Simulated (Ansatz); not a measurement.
Input and command of a plane-wave DFT calculation in Ansatz:

```yaml
crystal:
  lattice:
    - [4.2225261004, 0.0, 0.0]
    - [-2.1112630502, 3.6568148711, 0.0]
    - [0.0, 0.0, 6.5695647197]
  atoms:
    - { symbol: Mn, position: [0.3333333333, 0.6666666667, 0.245], spin: 4.0 }
    - { symbol: Mn, position: [0.6666666667, 0.3333333333, 0.755], spin: 4.0 }
    - { symbol: Cl, position: [0.0, 0.0, 0.0] }
    - { symbol: Cl, position: [0.3333333333, 0.6666666667, 0.645] }
    - { symbol: Cl, position: [0.6666666667, 0.3333333333, 0.355] }
basis:
  ecutwfc: 420
kpoints:
  mp_grid: { grid: [6, 6, 4] }
hamiltonian:
  xc: pbe
scf:
  occupations: { method: gaussian, width: 0.1 }
  lower_state_search: "off"
output:
  forces: true
  stress: true
  eigenvalues: true
  populations: true
magnetization:
  spin_polarized: true
```

```bash
ansatz run input.yaml --threads 1 --pin off --max-ram 2560MiB --backend cpu --events-out ev --progress --plain --runs-dir out
```

Processor: Intel(R) Xeon(R) Platinum 8375C CPU @ 2.90GHz (Ice Lake), 1 thread, on a host shared with other jobs.

Task: Estimate time, memory and problem size.

Result: About 17 s on 1 thread of Intel(R) Xeon(R) Platinum 8375C CPU @ 2.90GHz (Ice Lake), with other jobs on the host, peak memory 0.46 GiB. It solves 36 bands at 24 k points (the mesh reduced by the symmetry that the task leaves, which can be less than the crystal's) with about 1971 plane waves, in 14 SCF iterations.
